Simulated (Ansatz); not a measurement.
Here is the system:

SiNF:
```yaml
crystal:
  lattice:
    - [2.89444, 0.00000, 0.00000]
    - [-1.44722, 2.50666, 0.00000]
    - [0.00000, 0.00000, 4.67119]
  atoms:
    - { symbol: Si, position: [0.00000, 0.00000, 0.36731] }
    - { symbol: N, position: [0.66667, 0.33333, 0.27437] }
    - { symbol: F, position: [0.00000, 0.00000, 0.70998] }
```

This is the r²SCAN+D4-relaxed structure. Cartesian axes are those of the cell as given.

Q: All from r²SCAN+D4 in the plane-wave PAW code Ansatz, unless another level is named. Estimate the piezoelectric stress constants (proper, relaxed ions, C/m²).

A: e15 = e24 = 0.11, e16 = e21 = -0.13, e22 = 0.13, e31 = e32 = -0.25, e33 = 0.61.

Q: What about the bulk modulus (Birch–Murnaghan fit)?

A: 42.5 GPa.

Space group P3m1. The start of the workflow was typed in or built on a structure type; neither database checked (COD, Materials Project) lists it. Whether it is the stable phase at ambient conditions was not checked. The cell was relaxed with r²SCAN+D4 under the symmetry of its start; whether a distortion lowers the energy is not shown. The volume moved by -27 % from the start of the relaxation. Signs of piezoelectric constants follow the polarity of the cell as given.

Potentials: the earlier of the program's two PAW sets.
